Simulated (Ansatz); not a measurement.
The end point of a relaxation of Y2Pb2O7. All values below come from r2SCAN (plane waves to 500 eV, PAW, scalar-relativistic; Ansatz, a quantum-chemistry and plane-wave program).

```cif
data_O14Pb4Y4
_chemical_formula_sum 'Y4 Pb4 O14'
_space_group_name_H-M_alt 'P 1'
_space_group_IT_number 1
_cell_length_a 7.54055
_cell_length_b 7.54055
_cell_length_c 7.54055
_cell_angle_alpha 60.000
_cell_angle_beta 60.000
_cell_angle_gamma 60.000
loop_
_space_group_symop_operation_xyz
  'x, y, z'
loop_
_atom_site_label
_atom_site_type_symbol
_atom_site_fract_x
_atom_site_fract_y
_atom_site_fract_z
_atom_site_occupancy
Y1 Y 0.12500 0.12500 0.12500 1
Y2 Y 0.12500 0.12500 0.62500 1
Y3 Y 0.12500 0.62500 0.12500 1
Y4 Y 0.62500 0.12500 0.12500 1
Pb1 Pb 0.62500 0.62500 0.62500 1
Pb2 Pb 0.62500 0.62500 0.12500 1
Pb3 Pb 0.62500 0.12500 0.62500 1
Pb4 Pb 0.12500 0.62500 0.62500 1
O1 O 0.52725 0.97275 0.97275 1
O2 O 0.97275 0.52725 0.52725 1
O3 O 0.97275 0.52725 0.97275 1
O4 O 0.52725 0.97275 0.52725 1
O5 O 0.97275 0.97275 0.52725 1
O6 O 0.52725 0.52725 0.97275 1
O7 O 0.72275 0.27725 0.72275 1
O8 O 0.27725 0.72275 0.27725 1
O9 O 0.27725 0.72275 0.72275 1
O10 O 0.72275 0.27725 0.27725 1
O11 O 0.27725 0.27725 0.72275 1
O12 O 0.72275 0.72275 0.27725 1
O13 O 0.00000 0.00000 0.00000 1
O14 O 0.25000 0.25000 0.25000 1
```

Question: Determine the symmetry and give the standard cell with its independent sites.

Answer: Space group Fd-3m, origin choice 1 (No. 227); a = 10.6639 Å, b = 10.6639 Å, c = 10.6639 Å, α = 90.00°, β = 90.00°, γ = 90.00°

```csv
atom,site,symmetry,x,y,z
Y,16d,.-3m,0.6250,0.6250,0.6250
Pb,16c,.-3m,0.1250,0.1250,0.1250
O,48f,2.mm,0.0000,0.0000,0.2227
O,8b,-43m,0.5000,0.5000,0.5000
```

Question: Give the shortest distances between elements (the closest pairs, up to four, under 3.6 Å).

Answer: O–Pb 2.15 Å; O–Y 2.31 Å; O–O 2.70 Å.

| Item | Value |
|---|---|
| Volume per atom | 13.78 Å³ |
| Band gap | 1.52 eV, direct at Γ (no spin-orbit coupling) |

No spin polarisation in the result. Spin-orbit coupling is missing; with elements this heavy it can move band edges by tenths of an eV or more.

The run could not lose the symmetry of its start.

The first start was generated by placing the elements on the sites of a structure type. Materials Project lists a structure of Y2Pb2O7 in the same space group, Fd-3m (No. 227); the sites were not compared with it, nor with measured phases.
